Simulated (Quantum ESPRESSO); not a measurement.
# TaTi3Sc3In: finding a planted mistake in a log

Computed values, not a measurement. The program is pw.x of Quantum ESPRESSO 7.5 (plane-wave density functional theory). The cell is made up: eight metal atoms on a hexagonal close-packed lattice, with elements, volume, strain and displacements drawn at random and not relaxed, so it may be unstable or far from any real phase. PseudoDojo standard norm-conserving files set the functional (PBE unless stated); there is no spin polarisation or spin-orbit coupling, the Fermi-Dirac width of 0.25 eV means electrons at about 2900 K, and the masses in the input are unused placeholders. Heavy elements are run without spin-orbit coupling, which real alloys of them have. A spin test at this wide smearing found no moment, but such smearing suppresses magnetism that the real alloy may have.

Intended input:

```
&control calculation='scf', pseudo_dir='./dojo.nc.sr.pbe.v0_5.standard.upf', outdir='./o', disk_io='minimal', tprnfor=.true., tstress=.true. /
&system ibrav=0, nat=8, ntyp=4, nbnd=65, ecutwfc=84.00895049, nosym=.true., tot_charge=0,
 occupations='smearing', smearing='fd', degauss=0.0183746611
/
&electrons conv_thr=1.470e-08, electron_maxstep=70, mixing_beta=0.5 /
ATOMIC_SPECIES
In 1.0 In.upf
Sc 1.0 Sc.upf
Ta 1.0 Ta.upf
Ti 1.0 Ti.upf
CELL_PARAMETERS angstrom
3.0297 -0.0377 -0.009
-0.0653 5.2047 0.0482
-0.0295 0.0912 9.7055
ATOMIC_POSITIONS angstrom
Ta 0.1158 -0.0152 -0.0565
Ti -0.0305 0.0884 4.9392
Sc -0.0382 1.7632 2.3155
Sc -0.0597 1.7515 7.322
In 1.2669 2.3645 -0.0247
Ti 1.3955 2.6923 4.7704
Ti 1.5285 4.394 2.3247
Sc 1.362 4.3152 7.4757
K_POINTS automatic
8 5 3 1 1 1
```

The log is shortened where brackets say so; the opening notice, blank lines, dates and the lines on written files are dropped, and the path of the files is cut. It prints rydbergs, bohrs and kilobars, and counts compression as positive stress. Its total energy is the free energy E - TS of the whole cell.

Log of the intended run:

```
     Program PWSCF v.7.5
     Parallel version (MPI & OpenMP), running on       4 processor cores
     Number of MPI processes:                 4
     Threads/MPI process:                     1
     [start-up lines left out]
     bravais-lattice index     =            0
     lattice parameter (alat)  =       5.7258  a.u.
     unit-cell volume          =    1032.5251 (a.u.)^3
     number of atoms/cell      =            8
     number of atomic types    =            4
     number of electrons       =        95.00
     number of Kohn-Sham states=           65
     kinetic-energy cutoff     =      84.0090  Ry
     charge density cutoff     =     336.0358  Ry
     scf convergence threshold =      1.5E-08
     mixing beta               =       0.5000
     number of iterations used =            8  plain     mixing
     Exchange-correlation= PBE
                           (   1   4   3   4   0   0   0)
     [axes and pseudopotential details left out]
   Cartesian axes
     site n.     atom                  positions (alat units)
         1        Ta     tau(   1) = (   0.0382185  -0.0050166  -0.0186472  )
         2        Ti     tau(   2) = (  -0.0100662   0.0291754   1.6301270  )
         3        Sc     tau(   3) = (  -0.0126075   0.5819242   0.7642046  )
         4        Sc     tau(   4) = (  -0.0197033   0.5780627   2.4165432  )
         5        In     tau(   5) = (   0.4181260   0.7803765  -0.0081520  )
         6        Ti     tau(   6) = (   0.4605690   0.8885631   1.5744165  )
         7        Ti     tau(   7) = (   0.5044641   1.4501899   0.7672409  )
         8        Sc     tau(   8) = (   0.4495127   1.4241829   2.4672701  )
     number of k points=    60  Fermi-Dirac smearing, width (Ry)=  0.0184
                       cart. coord. in units 2pi/alat
        k(    1) = (   0.0633870   0.0585323   0.0516741), wk =   0.0333333
        k(    2) = (   0.0627925   0.0604525  -0.1564716), wk =   0.0333333
     [further k points left out]
     Dense  grid:   107513 G-vectors     FFT dimensions: (  36,  60, 108)
     Estimated max dynamical RAM per process >     384.32 MB
     Estimated total dynamical RAM >       1.42 GB
     Initial potential from superposition of free atoms
     starting charge      94.9825, renormalised to      95.0000
     Starting wfcs are   79 randomized atomic wfcs
     total cpu time spent up to now is        6.2 secs
     per-process dynamical memory:   299.1 Mb
     Self-consistent Calculation
     iteration #  1     ecut=    84.01 Ry     beta= 0.50
     Davidson diagonalization with overlap
     ethr =  1.00E-02,  avg # of iterations =  2.5
     Threshold (ethr) on eigenvalues was too large:
     Diagonalizing with lowered threshold
     Davidson diagonalization with overlap
     ethr =  4.94E-04,  avg # of iterations =  4.9
     total cpu time spent up to now is       32.6 secs
     total energy              =    -909.26763283 Ry
     estimated scf accuracy    <       0.55960877 Ry
     iteration #  2     ecut=    84.01 Ry     beta= 0.50
     Davidson diagonalization with overlap
     ethr =  5.89E-04,  avg # of iterations = 12.0
     total cpu time spent up to now is       56.1 secs
     total energy              =    -908.23660663 Ry
     estimated scf accuracy    <      30.72856824 Ry
     [iterations 3 to 19 left out]
     iteration # 20     ecut=    84.01 Ry     beta= 0.50
     Davidson diagonalization with overlap
     ethr =  3.20E-11,  avg # of iterations =  6.0
     total cpu time spent up to now is      299.9 secs
     total energy              =    -909.55050018 Ry
     estimated scf accuracy    <       0.00000003 Ry
     iteration # 21     ecut=    84.01 Ry     beta= 0.50
     Davidson diagonalization with overlap
     ethr =  2.90E-11,  avg # of iterations =  2.0
     total cpu time spent up to now is      310.6 secs
     End of self-consistent calculation
     [lines on levels left out]
!    total energy              =    -909.55050018 Ry
     estimated scf accuracy    <          1.3E-09 Ry
     smearing contrib. (-TS)   =      -0.16060636 Ry
     internal energy E=F+TS    =    -909.38989382 Ry
     The total energy is F=E-TS. E is the sum of the following terms:
     one-electron contribution =    -275.68135595 Ry
     hartree contribution      =     176.94024688 Ry
     xc contribution           =    -171.06545846 Ry
     ewald contribution        =    -639.58332628 Ry
     convergence has been achieved in  21 iterations
     Forces acting on atoms (cartesian axes, Ry/au):
     atom    1 type  3   force =    -0.03446179   -0.09306436    0.05400425
     atom    2 type  4   force =    -0.00254765   -0.00924426   -0.03545533
     atom    3 type  2   force =    -0.01726410    0.00071777    0.05404859
     atom    4 type  2   force =    -0.02415405   -0.00214871   -0.04816002
     atom    5 type  1   force =     0.06021107    0.10243568    0.00782421
     atom    6 type  4   force =     0.00872975    0.00486370    0.00446543
     atom    7 type  4   force =    -0.00634050   -0.01383978    0.02402627
     atom    8 type  2   force =     0.01582728    0.01027994   -0.06075340
     Total force =     0.198487     Total SCF correction =     0.000091
     Computing stress (Cartesian axis) and pressure
          total   stress  (Ry/bohr**3)                   (kbar)     P=       95.05
   0.00051610   0.00016270  -0.00002542           75.92       23.93       -3.74
   0.00016270   0.00079327  -0.00002324           23.93      116.69       -3.42
  -0.00002542  -0.00002324   0.00062905           -3.74       -3.42       92.54
     init_run     :      5.80s CPU      6.09s WALL (       1 calls)
     electrons    :    297.99s CPU    304.40s WALL (       1 calls)
     forces       :      2.05s CPU      2.05s WALL (       1 calls)
     stress       :      7.21s CPU      7.21s WALL (       1 calls)
     [timing details left out]
     PWSCF        :   5m13.23s CPU   5m19.95s WALL
     JOB DONE.
```

A second run was made from an input with one planted mistake. Its log:

```
     Program PWSCF v.7.5
     Parallel version (MPI & OpenMP), running on       4 processor cores
     Number of MPI processes:                 4
     Threads/MPI process:                     1
     [start-up lines left out]
     bravais-lattice index     =            0
     lattice parameter (alat)  =       5.7258  a.u.
     unit-cell volume          =    1032.5251 (a.u.)^3
     number of atoms/cell      =            8
     number of atomic types    =            4
     number of electrons       =        95.00
     number of Kohn-Sham states=           65
     kinetic-energy cutoff     =      84.0090  Ry
     charge density cutoff     =     336.0358  Ry
     scf convergence threshold =      1.5E-08
     mixing beta               =       0.5000
     number of iterations used =            8  plain     mixing
     Exchange-correlation= PBE
                           (   1   4   3   4   0   0   0)
     [axes and pseudopotential details left out]
   Cartesian axes
     site n.     atom                  positions (alat units)
         1        Ta     tau(   1) = (   0.0382185  -0.0050166  -0.0186472  )
         2        Ti     tau(   2) = (  -0.0100662   0.0291754   1.6301270  )
         3        Sc     tau(   3) = (  -0.0126075   0.5819242   0.7642046  )
         4        Sc     tau(   4) = (  -0.0197033   0.5780627   2.3967409  )
         5        In     tau(   5) = (   0.4181260   0.7803765  -0.0081520  )
         6        Ti     tau(   6) = (   0.4605690   0.8885631   1.5744165  )
         7        Ti     tau(   7) = (   0.5044641   1.4501899   0.7672409  )
         8        Sc     tau(   8) = (   0.4495127   1.4241829   2.4672701  )
     number of k points=    60  Fermi-Dirac smearing, width (Ry)=  0.0184
                       cart. coord. in units 2pi/alat
        k(    1) = (   0.0633870   0.0585323   0.0516741), wk =   0.0333333
        k(    2) = (   0.0627925   0.0604525  -0.1564716), wk =   0.0333333
     [further k points left out]
     Dense  grid:   107513 G-vectors     FFT dimensions: (  36,  60, 108)
     Estimated max dynamical RAM per process >     384.32 MB
     Estimated total dynamical RAM >       1.42 GB
     Initial potential from superposition of free atoms
     starting charge      94.9825, renormalised to      95.0000
     Starting wfcs are   79 randomized atomic wfcs
     total cpu time spent up to now is        6.4 secs
     per-process dynamical memory:   299.1 Mb
     Self-consistent Calculation
     iteration #  1     ecut=    84.01 Ry     beta= 0.50
     Davidson diagonalization with overlap
     ethr =  1.00E-02,  avg # of iterations =  2.5
     Threshold (ethr) on eigenvalues was too large:
     Diagonalizing with lowered threshold
     Davidson diagonalization with overlap
     ethr =  4.50E-04,  avg # of iterations =  5.0
     total cpu time spent up to now is       33.3 secs
     total energy              =    -909.29867387 Ry
     estimated scf accuracy    <       0.52348706 Ry
     iteration #  2     ecut=    84.01 Ry     beta= 0.50
     Davidson diagonalization with overlap
     c_bands:  1 eigenvalues not converged
     ethr =  5.51E-04,  avg # of iterations = 12.2
     total cpu time spent up to now is       55.3 secs
     total energy              =    -908.36595688 Ry
     estimated scf accuracy    <      27.84483536 Ry
     [iterations 3 to 19 left out]
     iteration # 20     ecut=    84.01 Ry     beta= 0.50
     Davidson diagonalization with overlap
     ethr =  8.66E-11,  avg # of iterations =  6.3
     total cpu time spent up to now is      300.3 secs
     total energy              =    -909.55501486 Ry
     estimated scf accuracy    <       0.00000003 Ry
     iteration # 21     ecut=    84.01 Ry     beta= 0.50
     Davidson diagonalization with overlap
     ethr =  3.45E-11,  avg # of iterations =  1.7
     total cpu time spent up to now is      311.0 secs
     End of self-consistent calculation
     [lines on levels left out]
!    total energy              =    -909.55501486 Ry
     estimated scf accuracy    <          1.7E-09 Ry
     smearing contrib. (-TS)   =      -0.16001064 Ry
     internal energy E=F+TS    =    -909.39500422 Ry
     The total energy is F=E-TS. E is the sum of the following terms:
     one-electron contribution =    -274.06883654 Ry
     hartree contribution      =     176.13866267 Ry
     xc contribution           =    -171.05898910 Ry
     ewald contribution        =    -640.40584124 Ry
     convergence has been achieved in  21 iterations
     Forces acting on atoms (cartesian axes, Ry/au):
     atom    1 type  3   force =    -0.03449339   -0.09060629    0.05135898
     atom    2 type  4   force =    -0.00250059   -0.01142271   -0.03721717
     atom    3 type  2   force =    -0.01715406    0.00036356    0.05283568
     atom    4 type  2   force =    -0.02189875   -0.00051890   -0.03159508
     atom    5 type  1   force =     0.05779611    0.09920392   -0.00109749
     atom    6 type  4   force =     0.00898164    0.00589350    0.00173290
     atom    7 type  4   force =    -0.00630172   -0.01379434    0.02424562
     atom    8 type  2   force =     0.01557075    0.01088127   -0.06026346
     Total force =     0.190354     Total SCF correction =     0.000132
     Computing stress (Cartesian axis) and pressure
          total   stress  (Ry/bohr**3)                   (kbar)     P=       92.94
   0.00050133   0.00016059  -0.00003407           73.75       23.62       -5.01
   0.00016059   0.00078813  -0.00002489           23.62      115.94       -3.66
  -0.00003407  -0.00002489   0.00060585           -5.01       -3.66       89.12
     init_run     :      5.63s CPU      5.87s WALL (       1 calls)
     electrons    :    297.76s CPU    304.62s WALL (       1 calls)
     forces       :      2.05s CPU      2.08s WALL (       1 calls)
     stress       :      7.31s CPU      7.50s WALL (       1 calls)
     [timing details left out]
     PWSCF        :   5m13.25s CPU   5m20.59s WALL
     JOB DONE.
```

Question: the log repeats what the program read. Compare it with the intended run: what was wrong in the second input?

Answer: one coordinate of one atom is wrong. The input lines that differ:

```
- Sc -0.0597 1.7515 7.322
+ Sc -0.0597 1.7515 7.262
```

|  | intended run | run with the mistake |
| --- | --- | --- |
| free energy (eV) | -12375.065 | -12375.126 |
| entropy term -TS, part of it (eV) | -2.185 | -2.177 |
| pressure (GPa) | 9.51 | 9.29 |
| size of the largest force component (eV/Å) | 2.634 | 2.551 |
| largest change of a force component (eV/Å) |  | 0.426 |
| iterations | 21 | 21 |

For scale, a rerun of the intended cell at a higher cutoff and on a denser mesh moved values by no more than 0.002 eV in energy, 0.02 GPa in stress and 0.003 eV/Å in force, and a second program with other atomic files agreed on that cell to 2 % rms in force and 0.5 GPa in pressure.